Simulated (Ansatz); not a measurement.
An elastic constant from a strain scan in Si₂W₃

Theory: Ansatz 0.2.0, DFT PBEsol, scalar-relativistic, plane waves, PAW. Settings: plane waves to 420 eV, k-mesh 6×6×12 (Γ-centred), Gaussian smearing 0.15 eV. Spin–orbit coupling is left out, which can shift energies with elements as heavy as these. No spin polarisation. Energies are free energies at this smearing, counted from the undisturbed cell; pressure is positive in compression.

The undisturbed cell (relaxed at this level; it needn't be the usual structure):

```
Si W
1.0
     6.58244    0.00000    0.00000
     0.00000    6.58244    0.00000
     0.00000    0.00000    3.27491
Si W
4 6
Direct
  0.13408 0.63408 0.00000
  0.86592 0.36592 0.00000
  0.63408 0.86592 0.00000
  0.36592 0.13408 0.00000
  0.50000 0.50000 0.00000
  0.00000 0.00000 0.00000
  0.65986 0.15986 0.50000
  0.34014 0.84014 0.50000
  0.15986 0.34014 0.50000
  0.84014 0.65986 0.50000
```

The cell is strained by ε times the Voigt pattern (1, 1, 0, 0, 0, 0) (xx, yy, zz, yz, xz, xy; engineering shear) with fractional coordinates fixed. The cell holds 10 atoms in V0 = 141.90 Å³. The stress column is τ = (1/V0) dE/dε, got from the stress tensor σ (compression positive) at each point as −det(1 + εP) σ : P(1 + εP)⁻¹, with P the pattern as a tensor.

| ε | ΔE (meV/atom) | τ (GPa) |
| --- | --- | --- |
| -0.0200 | 22.387 | -26.157 |
| -0.0150 | 12.363 | -19.163 |
| -0.0100 | 5.371 | -12.454 |
| -0.0050 | 1.291 | -6.021 |
| 0.0000 | 0.000 | 0.143 |
| 0.0050 | 1.378 | 6.046 |
| 0.0100 | 5.316 | 11.698 |
| 0.0150 | 11.703 | 17.107 |
| 0.0175 | 15.781 | 19.726 |
| 0.0200 | ? | ? |

Problem. Which combination of elastic constants does this scan measure, and how large is it?

Solution. For small ε, τ = τ0 + Kε with K = pᵀCp, which for this pattern is C11 + C22 + 2 C12 in the Cartesian frame shown. The parabola through τ at ε = -0.0050, 0 and 0.0050 has slope K = 1207 GPa at zero. The energies per cell, E = NΔE, of the same two points give K = 2[E(ε₊)/ε₊ − E(ε₋)/ε₋]/[(ε₊ − ε₋)V0] = 1206 GPa, in agreement. These are clamped-ion values.

Problem. Predict the withheld row at ε = 0.0200 from the harmonic law, and compare.

Solution. ΔE = V0(τ0 ε + Kε²/2)/N = 21.629 meV/atom and τ = 24.28 GPa. The calculation gives 20.433 meV/atom and 22.29 GPa: the energy lies 6 % below the harmonic value, as bonds soften when stretched.

Forces appear on the atoms along this scan, and letting them relax would lower the energy and soften the response. In a metal these slopes depend on the k mesh and the smearing.